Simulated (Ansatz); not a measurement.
**Rb₄LiSe₄O₁₄ — field gradients at the nuclei**

The cell is a computed structure from the Materials Project (it need not be an observed phase), atoms as given.

```yaml
crystal:
  lattice:
    - [7.92029, 0.00000, 0.00000]
    - [0.18466, 7.94867, 0.00000]
    - [0.21021, 3.40600, 7.20557]
  atoms:
    - { symbol: Rb, position: [0.31641, 0.54309, 0.66230] }
    - { symbol: Rb, position: [0.13214, 0.19564, 0.27273] }
    - { symbol: Rb, position: [0.65714, 0.50085, 0.30128] }
    - { symbol: Rb, position: [0.83619, 0.79504, 0.73248] }
    - { symbol: Li, position: [0.57850, 0.19757, 0.86952] }
    - { symbol: Se, position: [0.33726, 0.92259, 0.81622] }
    - { symbol: Se, position: [0.12962, 0.70077, 0.20544] }
    - { symbol: Se, position: [0.65425, 0.02381, 0.25252] }
    - { symbol: Se, position: [0.88542, 0.30591, 0.75836] }
    - { symbol: O, position: [0.48464, 0.75858, 0.89217] }
    - { symbol: O, position: [0.98334, 0.62936, 0.10879] }
    - { symbol: O, position: [0.50612, 0.17669, 0.11710] }
    - { symbol: O, position: [0.00685, 0.38803, 0.87362] }
    - { symbol: O, position: [0.20248, 0.89175, 0.67845] }
    - { symbol: O, position: [0.28755, 0.55009, 0.28430] }
    - { symbol: O, position: [0.76285, 0.12434, 0.36385] }
    - { symbol: O, position: [0.70122, 0.43031, 0.70213] }
    - { symbol: O, position: [0.41053, 0.13734, 0.73225] }
    - { symbol: O, position: [0.06275, 0.79036, 0.34736] }
    - { symbol: O, position: [0.56303, 0.82785, 0.40751] }
    - { symbol: O, position: [0.98314, 0.31429, 0.56825] }
    - { symbol: O, position: [0.21949, 0.91617, 0.01883] }
    - { symbol: O, position: [0.81576, 0.08790, 0.89702] }
```

Atom numbers follow the list; atoms alike are taken as one site, whose name carries the number of the first.

The numbers come from a DFT calculation in Ansatz (r2SCAN, plane waves and PAW, scalar-relativistic, 500 eV cutoff, Γ-centred 4×5×5 k-points, Fermi–Dirac smearing 0.05 eV).

C_Q = eQV_zz/h, which is 24.18 MHz for Q = 1 b and V_zz = 10²¹ V/m²; η = (V_xx − V_yy)/V_zz.

⁸⁵Rb: I = 5/2, Q = 276.0 mb; ⁶Li: I = 1, Q = -0.8080 mb; ¹⁷O: I = 5/2, Q = -25.58 mb. Quadrupole moments are those of Pyykkö's year-2017 table.

Task: Give the quadrupolar parameters of the distinct sites.

Result: 

```json
{"site": "Rb1", "atoms (order as listed)": "1", "first shell": "9 O at 2.92–3.51 Å; also 1 Li at 3.26 Å, 1 O at 3.87 Å", "V_zz (10²¹ V/m²)": "-2.80", "η": "0.99", "C_Q (MHz)": "-18.7"}
{"site": "Rb2", "atoms (order as listed)": "2", "first shell": "9 O at 3.00–3.64 Å; also 1 O at 4.17 Å", "V_zz (10²¹ V/m²)": "-0.40", "η": "0.35", "C_Q (MHz)": "-2.64"}
{"site": "Rb3", "atoms (order as listed)": "3", "first shell": "7 O at 2.92–3.33 Å; also 1 O at 3.70 Å", "V_zz (10²¹ V/m²)": "-3.25", "η": "0.80", "C_Q (MHz)": "-21.7"}
{"site": "Rb4", "atoms (order as listed)": "4", "first shell": "9 O at 2.97–3.53 Å; also 1 O at 3.95 Å", "V_zz (10²¹ V/m²)": "2.45", "η": "0.79", "C_Q (MHz)": "16.4"}
{"site": "Li", "atoms (order as listed)": "5", "first shell": "4 O at 1.94–2.03 Å; also 1 Se at 2.60 Å", "V_zz (10²¹ V/m²)": "0.12", "η": "0.24", "C_Q (MHz)": "-0.002"}
{"site": "Se6", "atoms (order as listed)": "6", "first shell": "4 O at 1.65–1.83 Å", "V_zz (10²¹ V/m²)": "12.74", "η": "0.15", "C_Q (MHz)": "–"}
{"site": "Se7", "atoms (order as listed)": "7", "first shell": "4 O at 1.65–1.86 Å", "V_zz (10²¹ V/m²)": "14.81", "η": "0.07", "C_Q (MHz)": "–"}
{"site": "Se8", "atoms (order as listed)": "8", "first shell": "3 O at 1.68–1.70 Å", "V_zz (10²¹ V/m²)": "-17.20", "η": "0.10", "C_Q (MHz)": "–"}
{"site": "Se9", "atoms (order as listed)": "9", "first shell": "4 O at 1.66–1.70 Å", "V_zz (10²¹ V/m²)": "3.31", "η": "0.59", "C_Q (MHz)": "–"}
{"site": "O10", "atoms (order as listed)": "10", "first shell": "1 Se at 1.65 Å; also 3 Rb at 3.00–3.33 Å", "V_zz (10²¹ V/m²)": "19.07", "η": "0.08", "C_Q (MHz)": "-11.8"}
{"site": "O11", "atoms (order as listed)": "11", "first shell": "1 Se at 1.65 Å; also 3 Rb at 2.94–3.32 Å", "V_zz (10²¹ V/m²)": "19.07", "η": "0.14", "C_Q (MHz)": "-11.8"}
{"site": "O12", "atoms (order as listed)": "12", "first shell": "1 Se at 1.70 Å, 1 Li at 1.98 Å, angle 101°; also 1 Rb at 3.21 Å", "V_zz (10²¹ V/m²)": "16.40", "η": "0.29", "C_Q (MHz)": "-10.1"}
{"site": "O13", "atoms (order as listed)": "13", "first shell": "1 Se at 1.67 Å; also 3 Rb at 2.92–3.21 Å", "V_zz (10²¹ V/m²)": "18.34", "η": "0.08", "C_Q (MHz)": "-11.3"}
{"site": "O14", "atoms (order as listed)": "14", "first shell": "1 Se at 1.65 Å; also 3 Rb at 2.95–3.16 Å", "V_zz (10²¹ V/m²)": "19.17", "η": "0.13", "C_Q (MHz)": "-11.9"}
{"site": "O15", "atoms (order as listed)": "15", "first shell": "1 Se at 1.65 Å; also 3 Rb at 2.94–3.14 Å", "V_zz (10²¹ V/m²)": "19.10", "η": "0.11", "C_Q (MHz)": "-11.8"}
{"site": "O16", "atoms (order as listed)": "16", "first shell": "1 Se at 1.69 Å; also 3 Rb at 2.92–3.04 Å", "V_zz (10²¹ V/m²)": "16.15", "η": "0.34", "C_Q (MHz)": "-9.99"}
{"site": "O17", "atoms (order as listed)": "17", "first shell": "1 Se at 1.70 Å, 1 Li at 2.01 Å, angle 88°; also 3 Rb at 3.03–3.22 Å", "V_zz (10²¹ V/m²)": "17.49", "η": "0.02", "C_Q (MHz)": "-10.8"}
{"site": "O18", "atoms (order as listed)": "18", "first shell": "1 Se at 1.66 Å, 1 Li at 1.94 Å, angle 119°; also 1 Rb at 3.11 Å", "V_zz (10²¹ V/m²)": "18.78", "η": "0.11", "C_Q (MHz)": "-11.6"}
{"site": "O19", "atoms (order as listed)": "19", "first shell": "1 Se at 1.65 Å; also 2 Rb at 3.08–3.17 Å", "V_zz (10²¹ V/m²)": "19.23", "η": "0.14", "C_Q (MHz)": "-11.9"}
{"site": "O20", "atoms (order as listed)": "20", "first shell": "1 Se at 1.68 Å; also 3 Rb at 3.02–3.34 Å", "V_zz (10²¹ V/m²)": "15.68", "η": "0.43", "C_Q (MHz)": "-9.70"}
{"site": "O21", "atoms (order as listed)": "21", "first shell": "1 Se at 1.66 Å; also 2 Rb at 3.09–3.29 Å", "V_zz (10²¹ V/m²)": "18.18", "η": "0.09", "C_Q (MHz)": "-11.2"}
{"site": "O22", "atoms (order as listed)": "22", "first shell": "2 Se at 1.83–1.86 Å, angle 124°", "V_zz (10²¹ V/m²)": "16.88", "η": "0.93", "C_Q (MHz)": "-10.4"}
{"site": "O23", "atoms (order as listed)": "23", "first shell": "1 Se at 1.70 Å, 1 Li at 2.03 Å, angle 88°; also 1 Rb at 3.12 Å", "V_zz (10²¹ V/m²)": "17.24", "η": "0.20", "C_Q (MHz)": "-10.7"}
```

At O10, O11, O13, O14, O15 and O16 and others V_zz points along its bond to Se (within 9°) in each case. At O12, O17, O18 and O23 V_zz points along the shorter of its two bonds, to Se (within 5°) in each case. At Se8 V_zz stands upright on the plane through its three neighbours (within 3°).

Se has no stable isotope with a ground-state quadrupole moment in the table, so no C_Q is given.

At this cell the principal stresses reach 5 GPa in size with r2SCAN, which can matter for small gradients. The largest force is 1.1 eV/Å, so the atoms aren't at the calculated equilibrium and relaxing them would move these values. The run finds no gap above 0.1 eV (a metal, or nearly one), so the gradients can move by 10 % or more with the k-mesh. Without spin–orbit coupling (the program notes it for Rb) the gradients can shift somewhat, as the gap is small. With these PAW files V_zz is typically within 2 to 3 % of all-electron values, but misses above 10 % occur on Li. Where η is near 1 the sign of V_zz means little.

The run took 22 min of wall time (41 min of CPU time) and 3.2 GiB at its peak, on 2 threads of Intel Xeon Processor @ 2.50GHz (Skylake/Cascade Lake) (x86_64; 62 cores open to the job, memory cap 5.0 GiB, no GPU), a shared host with a load of 0.9 a core.
